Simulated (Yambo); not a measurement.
A G0W0@LDA run in Yambo for KSc2F7 (space group Cmmm, No. 65) (2×2×4 Γ-centred k mesh, bands 3 to 166 and a 6 Ry block in the screening, 166 bands in G with the Bruneval-Gonze terminator, plasmon pole fitted at 27.2 eV) gives these matrix elements, in eV, at the band edges (Γ → (-0.5, -0.5, 0)):

```csv
state,E0,<Vxc>,<Σx>,<Σc(E0)>,Z
valence edge,0.000,-22.983,-30.563,5.088,0.804
conduction edge,5.797,-17.624,-9.343,-4.775,0.836
```

**Question.** Solve the linearised quasiparticle equation for both states, give the gap, and say how exchange and correlation each act on it.

**Answer.** E = E0 + Z(Σx + Σc − Vxc). Valence: 0.000 + 0.804 × (-30.563 + (5.088) − (-22.983)) = -2.00 eV. Conduction: 5.797 + 0.836 × (-9.343 + (-4.775) − (-17.624)) = 8.73 eV. The gap is 10.73 eV, against 5.80 eV in LDA. Replacing Vxc by bare exchange alone would open it by 15.86 eV; correlation takes back 9.86 eV of that, and Z scales what is left. Nearest settings tried, and what they do to the gap: 134 bands in W, 134 bands in G: +40 meV; 5 Ry block (171 vectors against 241): +140 meV; 2×2×2 mesh: -4 meV. So the settings aren't converged at that level. 

Geometry of the Materials Project entry, not relaxed at this level; primitive cell a = b = 6.2243 Å, c = 4.0483 Å, α = β = 90.00°, γ = 116.57°.

The structure is a Materials Project entry; no match was found in the copy of COD used, and its stability was not checked.
